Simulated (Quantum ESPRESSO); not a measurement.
Si4O6FN, convergence and cost over cutoff and k mesh

Simulated, not a measurement. The program is pw.x of Quantum ESPRESSO 7.5 (plane-wave density functional theory). The cell is made up: 12 atoms on a rutile lattice, with randomly drawn elements, strain and displacements, not relaxed. PseudoDojo standard norm-conserving files (v0.5 for PBE, v0.4.1 for LDA and PBEsol) set the functional; there is no spin polarisation, spin-orbit coupling or dispersion term, and the masses in the input are unused placeholders.

Input of the run in row 4:

```
&control calculation='scf', pseudo_dir='./dojo.nc.sr.pbe.v0_5.standard.upf', outdir='./o', disk_io='low', tprnfor=.true., tstress=.true. /
&system ibrav=0, nat=12, ntyp=4, nbnd=38, ecutwfc=84.00895049, nosym=.true., tot_charge=0,
 occupations='smearing', smearing='fd', degauss=0.0018374661
/
&electrons conv_thr=7.350e-09, electron_maxstep=60, /
ATOMIC_SPECIES
F 1.0 F.upf
N 1.0 N.upf
O 1.0 O.upf
Si 1.0 Si.upf
CELL_PARAMETERS angstrom
4.2781 -0.0287 -0.0523
-0.0287 4.3094 0.0354
-0.0666 0.045 5.4682
ATOMIC_POSITIONS angstrom
Si 0.151 0.1018 -0.1124
Si 2.1403 2.0473 1.3093
Si -0.0845 0.0527 2.5281
Si 2.0552 2.1026 4.1543
O 1.3587 1.3222 -0.0723
F 2.9561 3.0862 0.0069
O 3.5214 0.838 1.3405
N 0.8163 3.5073 1.3433
O 1.1582 1.2146 2.711
O 2.9371 2.8304 2.7454
O 3.3895 0.9518 4.1305
O 0.7427 3.5385 4.1692
K_POINTS automatic
5 5 4 1 1 1
```

The same cell was run at these settings. Meshes are shifted by half a step, and differences are from the last row, which is itself not exact.

```
cutoff (eV)     k mesh  k points solved  threshold (eV)  free energy less the last row's (eV)  pressure (GPa)  largest stress difference (GPa)  largest force difference (eV/Å)  iterations  wall time (s)  k-point pools          processor
        800  2 x 2 x 2                4           1e-04                                 1.163           -9.71                            13.84                            0.043           8             18              4  Intel Xeon, older
       1143  1 x 1 x 1                1           1e-07                                 0.522            8.42                            15.96                            0.734          12             32              4  Intel Xeon, older
        616  5 x 5 x 4               50           1e-07                                10.317          -62.14                            66.98                            0.168          11             78              4  Intel Xeon, older
       1143  5 x 5 x 4               50           1e-07                                 0.002            4.01                             0.03                            0.002          11            170              4  Intel Xeon, older
       1437  7 x 7 x 6              147           1e-07                                 0.000            4.05                             0.00                            0.000          11            670              4  Intel Xeon, older
```

Each pool is one process. Wall times include start-up and a band step at six k points, which weighs most on the coarsest meshes. The runs were on shared virtual cores whose load varied, so times are rough.